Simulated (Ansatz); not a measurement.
## Zone-centre phonons of BaTiO3: input and output

Method: DFT r2SCAN, scalar-relativistic, plane waves, PAW (Ansatz 0.2.0).

Launched with:
```bash
ansatz run input.yaml --threads 2 --pin off --max-ram 7168MiB --backend cpu --events-out ev --progress --plain --runs-dir out
```

Input (bare energies are in eV):
```yaml
crystal:
  lattice:
    - [3.9943, 0.0, 0.0]
    - [0.0, 3.9943, 0.0]
    - [0.0, 0.0, 3.9943]
  atoms:
    - { symbol: Ba, position: [0.0, 0.0, 0.0] }
    - { symbol: Ti, position: [0.5, 0.5, 0.5] }
    - { symbol: O, position: [0.5, 0.5, 0.0] }
    - { symbol: O, position: [0.5, 0.0, 0.5] }
    - { symbol: O, position: [0.0, 0.5, 0.5] }
basis:
  ecutwfc: 500
kpoints:
  mp_grid: { grid: [8, 8, 8] }
hamiltonian:
  xc: r2scan
scf:
  occupations: { method: fixed }
output:
  eigenvalues: true
phonons:
  method: dfpt
  dielectric: true
  rigid_motions: translations
  eigenvectors: true
```

The end of the output:
```
--- Phonons (Γ-DFPT): 4 representative perturbations + reference, on 170 of 512 k-points (Σ response iterations 27) ---
  k mesh reduced under 2 symmetry operations, with k and −k counted as one. Each operation leaves every solved perturbation unchanged. A smaller set is not considered because the functional reads the kinetic-energy density
  ASR residual: 4.929e-4 → 0.000e0 eV/Å²; symmetrization residual: 3.957e-6 eV/Å²
  ASR residual per site (eV/Å²): 1.18e-4 4.93e-4 2.93e-4 2.93e-4 2.93e-4
  Γ frequencies (cm⁻¹): -226.49 -226.49 -226.49 0.00 0.00 0.00 179.79 179.79 179.79 299.34 299.34 299.34 472.52 472.52 472.52
  ε∞ (high-frequency dielectric tensor):
        6.043406     0.000000     0.000000
        0.000000     6.043406     0.000000
        0.000000     0.000000     6.043406
  softest optical mode at Γ: -226.49 cm⁻¹; the repairs (sum rule, projections) moved no ω² at Γ by more than (2.45 cm⁻¹)²
  Born effective charges Z* (e; rows j = field, columns β = displacement):
    site 0:
         2.73858   -0.00000   -0.00000
        -0.00000    2.73858    0.00000
        -0.00000    0.00000    2.73858
    site 1:
         7.20611    0.00000   -0.00000
         0.00000    7.20611    0.00000
        -0.00000    0.00000    7.20611
    site 2:
        -2.11645    0.00000    0.00000
        -0.00000   -2.11645    0.00000
         0.00000    0.00000   -5.71179
    site 3:
        -2.11645   -0.00000   -0.00000
        -0.00000   -5.71179   -0.00000
        -0.00000    0.00000   -2.11645
    site 4:
        -5.71179   -0.00000   -0.00000
         0.00000   -2.11645    0.00000
        -0.00000    0.00000   -2.11645
  Z* charge neutrality: 3.131e-3 e pre-enforcement
  solved inside a basis spanned on kpoints, on 8×8×8 k-points, its susceptibility summed on 12×12×12: ε∞ is read to err by 2.0e-2, Z* by 2.9e-2 e (field_mesh: kpoints solves on kpoints); Z* is corrected for ...
  optical modes at Γ without the LO–TO term, one row a degenerate level:
      ω (cm⁻¹) modes IR ((D/Å)²/amu)
       -226.49      3           247.4923
        179.79      3             8.0555
        299.34      3             0.0000
        472.52      3             3.2072
  optical modes at Γ + LO–TO along q̂ = [1.0000, 0.0000, 0.0000]:
      ω (cm⁻¹) modes IR ((D/Å)²/amu)
       -226.49      2           164.9948
        170.66      1             0.1184
        179.79      2             5.3703
        299.34      3             0.0000
        464.54      1             1.6024
        472.52      2             2.1381
        661.09      1            84.5308
  optical modes at Γ + LO–TO along q̂ = [0.0000, 1.0000, 0.0000]:
      ω (cm⁻¹) modes IR ((D/Å)²/amu)
       -226.49      2           164.9948
        170.66      1             0.1184
        179.79      2             5.3703
        299.34      3             0.0000
        464.54      1             1.6024
        472.52      2             2.1381
        661.09      1            84.5308
  optical modes at Γ + LO–TO along q̂ = [0.0000, 0.0000, 1.0000]:
      ω (cm⁻¹) modes IR ((D/Å)²/amu)
       -226.49      2           164.9948
        170.66      1             0.1184
        179.79      2             5.3703
        299.34      3             0.0000
        464.54      1             1.6024
        472.52      2             2.1381
        661.09      1            84.5308
```

Time: 3.1 min on 2 threads of AMD EPYC 9R45 96-Core Processor (Zen 5) (shared host), peak memory 4.4 GiB.

Its imaginary modes show that this cell, the ideal cubic perovskite prototype, isn't a minimum of the energy. Spin–orbit coupling is left out, which matters for heavy elements.

Negative frequencies stand for imaginary ones: the cell is unstable against these modes.